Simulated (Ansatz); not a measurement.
## Na3WClO4: levels and charges under dearer methods

A database entry relaxed whole under r2SCAN at zero pressure (P4/nmm, No. 129):

```
Na W Cl O
1.0
     7.46533    0.00000    0.00000
     0.00000    7.46533    0.00000
     0.00000    0.00000    5.30868
Na W Cl O
6 2 2 8
Direct
  0.50000 0.00000 0.35336
  0.00000 0.50000 0.64664
  0.75000 0.25000 0.00000
  0.25000 0.25000 0.00000
  0.25000 0.75000 0.00000
  0.75000 0.75000 0.00000
  0.00000 0.00000 0.50000
  0.50000 0.50000 0.50000
  0.50000 0.00000 0.83862
  0.00000 0.50000 0.16138
  0.80926 0.00000 0.29812
  0.50000 0.30926 0.29812
  0.19074 0.00000 0.29812
  0.50000 0.69074 0.29812
  0.30926 0.50000 0.70188
  0.00000 0.19074 0.70188
  0.69074 0.50000 0.70188
  0.00000 0.80926 0.70188
```

Its volume is 16.44 Å³ an atom, -2.3 % against the entry's 16.83, a measured cell (2016, 293 K).

Single points on this cell with plane-wave PAW DFT (Ansatz 0.2.0; r2SCAN 500 eV, hybrids 420 eV; fermi-dirac occupations of width 0.020 eV; no moments): r2SCAN on a 4×4×6 Γ-centred mesh; r2SCAN with spin-orbit coupling on a 4×4×4 Γ-centred mesh; HSE06 on a 2×2×4 Γ-centred mesh; PBE0 on a 2×2×4 Γ-centred mesh.

Q: What does each level give for gap and charges?

A: The runs give:

| level | gap (eV), or kind | pressure (GPa) | Bader charge of Na (e) | Bader charge of W (e) | Bader charge of Cl (e) | Bader charge of O (e) |
| --- | --- | --- | --- | --- | --- | --- |
| r2SCAN | 5.30 | 0.0 | +0.89 | +2.93 | -0.86 | -1.18 |
| r2SCAN with spin-orbit coupling | 5.29 | -0.1 | +0.89 | +2.93 | -0.86 | -1.18 |
| HSE06 | 6.27 | -0.1 | +0.89 | +2.99 | -0.86 | -1.20 |
| PBE0 | 7.03 | -0.1 | +0.89 | +2.99 | -0.86 | -1.20 |

Under r2SCAN the gap is 5.30 eV, over mesh and band path. HSE06 moves it by +0.98 eV and PBE0 by +1.73 eV; PBE0 keeps its exact exchange at long range, which widens the gap over HSE06's by 0.75 eV on their common mesh. Spin-orbit coupling moves the r2SCAN gap by -0.01 eV. The charge on W goes from +2.93 to +2.99 e under HSE06.

Caveats: the relaxation kept the start's symmetry; HSE06 is read on its mesh and at the zone's corners, PBE0 on its mesh alone; hybrid pressures are good to a few tenths of a GPa; pressure is positive in compression.
